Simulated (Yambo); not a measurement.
BSE-type run in Yambo on HgO (space group P3_121, No. 152), at zero momentum.

Quantum ESPRESSO step (PBEsol, PseudoDojo standard norm-conserving files, fully relativistic):
```
&CONTROL
  calculation = 'nscf'
  pseudo_dir = './pseudo'
  outdir = './out'
/
&SYSTEM
  ibrav = 0
  nat = 6
  ntyp = 2
  ecutwfc = 84.0
  ecutrho = 336.0
  occupations = 'fixed'
  force_symmorphic = .true.
  nbnd = 156
  noncolin = .true.
  lspinorb = .true.
/
&ELECTRONS
  conv_thr = 6.000000000000001e-09
  diago_full_acc = .true.
  diago_thr_init = 1e-08
/
ATOMIC_SPECIES
O 15.9990 O.upf
Hg 200.5920 Hg.upf
CELL_PARAMETERS angstrom
  3.651148075156   0.000000000000   0.000000000000
 -1.825574037578   3.161986986064   0.000000000000
  0.000000000000   0.000000000000   8.829032080000
ATOMIC_POSITIONS crystal
O   0.551131356900   0.551131356900   0.000000000000
O   0.448868643100   0.000000000000   0.333333333333
O   0.000000000000   0.448868643100   0.666666666667
Hg   0.233328979300   0.233328979300   0.500000000000
Hg   0.766671020700   0.000000000000   0.833333333333
Hg   0.000000000000   0.766671020700   0.166666666667
K_POINTS automatic
6 6 2 0 0 0
```

Yambo input:
```
rim_cut
optics
bse
bss
dipoles
em1s
RandQpts= 1000000
RandGvec= 1 Ry
FFTGvecs= 40 Ry
Chimod= "HARTREE"
BSKmod= "SEX"
BSEmod= "resonant"
BSSmod= "hs"
BSENGexx= 15 Ry
BSENGBlk= 3 Ry
% KfnQP_E
 1.071 | 1.0 | 1.0 |
%
% BSEQptR
 1 | 1 |
%
% BSEBands
 61 | 84 |
%
% BEnRange
 0.0 | 7.6 | eV
%
% BDmRange
 0.15 | 0.15 | eV
%
BEnSteps= 152
% BLongDir
 1.0 | 0.0 | 0.0 |
%
BSHayTrs= -0.02
BSSNEig= 48
WRbsWF
% BndsRnXs
 25 | 152 |
%
NGsBlkXs= 3 Ry
% LongDrXs
 1.0 | 1.0 | 1.0 |
%
```

From the report:

The dimension is k points × valence × conduction bands = 72 × 18 × 6 = 7776.
```
   [SLEPC] Approach                          : Krylov-Schur
   [SLEPC] Number of requested eigenvalues   :   48
   [SLEPC] Number of eigenvalues        [NEV]:   48
    [K] Dimension                                    :   7776
    [K] Bands                                        :   61   84
    [K] Exchange res                                 : yes
    [K] Correlation res                              : yes
    [K] W interaction is bare                        : no
    [K] RL vectors exchange                          :   711
    [K] RL vectors correlation                       :   57
    [W] Matrix size                                  :   57
    [W] Bands                                        :   25  152
    [W] Coulomb Cutoff                               : none
    [W] Hxc Kernel                                   : HARTREE
```

Geometry relaxed with PBE+D3(BJ).

The structure is a Materials Project entry; no match was found in the copy of COD used, and its stability was not checked.
